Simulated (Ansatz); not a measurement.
Ru:
```
Ru
1.0
    2.69225     0.00000     0.00000
   -1.34613     2.33156     0.00000
    0.00000     0.00000     8.64344
Ru
4
Direct
  0.00000   0.00000   0.00000
  0.66667   0.33333   0.25000
  0.00000   0.00000   0.50000
  0.33333   0.66667   0.75000
```

This is the r²SCAN-relaxed structure.

### Question
All from r²SCAN in the plane-wave PAW code Ansatz, unless another level is named. Predict the density of states at the Fermi level.

### Answer
1.1 states/eV per atom (mean over ±0.08 eV).

### Question
Predict the gap with spin–orbit coupling.

### Answer
none (metallic).

Space group P6_3/mmc (dhcp (α-La type)). The start of the workflow was typed in or built on a structure type. Its sites differ from those of the usual phase in this space group: another stacking or structure type. The cell was relaxed with r²SCAN under the symmetry of its start; whether a distortion lowers the energy is not shown. No spin polarisation was allowed. Spin–orbit coupling is left out wherever it is not named.

Potentials: the earlier of the program's two PAW sets.
